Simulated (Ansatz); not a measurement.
Ru (hcp (Mg type), P6_3/mmc) under volume change, PBE in the plane-wave PAW code Ansatz, shape and atoms relaxed at each volume.

| V (Å³/atom) | E − E(relaxed) (meV/atom) | P (GPa) |
|---|---|---|
| 12.529 | 130.6 | 37.00 |
| 12.942 | (withheld) | (withheld) |
| 13.355 | 12.8 | 10.24 |
| 13.768 | 0.0 | -0.01 |
| 14.181 | (withheld) | (withheld) |
| 14.594 | 43.1 | -15.77 |
| 15.007 | 91.7 | -21.75 |

Problem. Complete the blanks.

Solution. 
- 14.181, E − E(relaxed) (meV/atom): 11.4
- 14.181, P (GPa): -8.59
- 12.942, E − E(relaxed) (meV/atom): 54.5
- 12.942, P (GPa): 22.45

Problem. What does a third-order Birch–Murnaghan fit give for V₀, B₀ and B′?

Solution. V₀ = 13.77 Å³/atom, B₀ = 312 GPa, B′ = 4.9.

The cell was relaxed with PBE under the symmetry of its start. The run is not spin-polarised.

Potentials: the earlier of the program's two PAW sets.
